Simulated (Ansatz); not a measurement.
TaS₂ (CdI2 type)

Space group P-3m1 (No. 164); a = 3.3294 Å, b = 3.3294 Å, c = 5.7862 Å, α = 90.00°, β = 90.00°, γ = 120.00°

| atom | site | symmetry | x | y | z |
|---|---|---|---|---|---|
| Ta | 1a | -3m. | 0.0000 | 0.0000 | 0.0000 |
| S | 2d | 3m. | 0.3333 | 0.6667 | 0.2669 |

Two coordinates are scanned: the volume, and the ratio of the stretch along z (the conventional c axis) to the stretch across it. Atoms keep their fractional coordinates.

Calculation: PBE-D3(BJ) (plane waves to 420 eV, PAW, scalar-relativistic; Ansatz, a quantum-chemistry and plane-wave program). k mesh 16×16×8 (Γ-centred), Fermi-Dirac smearing 0.05 eV. Energies are smeared free energies. As the atoms are clamped, bonds stretch with the cell, which overstates energies and stresses. With partly filled bands, the response to shear is sensitive to the k mesh, so small differences along c/a are uncertain. Spin-orbit coupling is left out, though Ta is heavy. TaS2 is run without spin polarisation. TaS2 was relaxed with its symmetry unable to fall. The PAW data are Ansatz's earlier set. The last digit holds for this mesh only.

Changes of ΔE (meV/atom) from the point V/V₀ = 1.000, (c/a)/(c/a)₀ = 1.000 when one coordinate moves alone (two changes are said to add if the coupling is within 5 % of the smaller one, nearly so within 20 %):

| point | change |
|---|---|
| V/V₀ = 1.000, (c/a)/(c/a)₀ = 0.920 | 30.5 |
| V/V₀ = 1.000, (c/a)/(c/a)₀ = 0.947 | 13.5 |
| V/V₀ = 1.000, (c/a)/(c/a)₀ = 0.973 | 3.4 |
| V/V₀ = 0.920, (c/a)/(c/a)₀ = 1.000 | 59.6 |
| V/V₀ = 0.947, (c/a)/(c/a)₀ = 1.000 | 25.2 |
| V/V₀ = 0.973, (c/a)/(c/a)₀ = 1.000 | 6.0 |
| V/V₀ = 1.027, (c/a)/(c/a)₀ = 1.000 | 5.5 |
| V/V₀ = 1.053, (c/a)/(c/a)₀ = 1.000 | 20.9 |
| V/V₀ = 1.080, (c/a)/(c/a)₀ = 1.000 | 45.1 |
| V/V₀ = 1.000, (c/a)/(c/a)₀ = 1.027 | 3.4 |
| V/V₀ = 1.000, (c/a)/(c/a)₀ = 1.053 | 13.5 |
| V/V₀ = 1.000, (c/a)/(c/a)₀ = 1.080 | 30.3 |

### Question
What is the change at V/V₀ = 0.947, (c/a)/(c/a)₀ = 1.080, where both move, and how far is it from the sum?

### Answer
The sum of the single changes is 25.2 + (30.3) = 55.5; the calculation gives 52.2, so the coupling contributes -3.3 (under 20 % of the smaller single change, nearly additive).

(A scan under strain: stresses follow from slopes of the energy per volume, elastic moduli from its curvatures.)
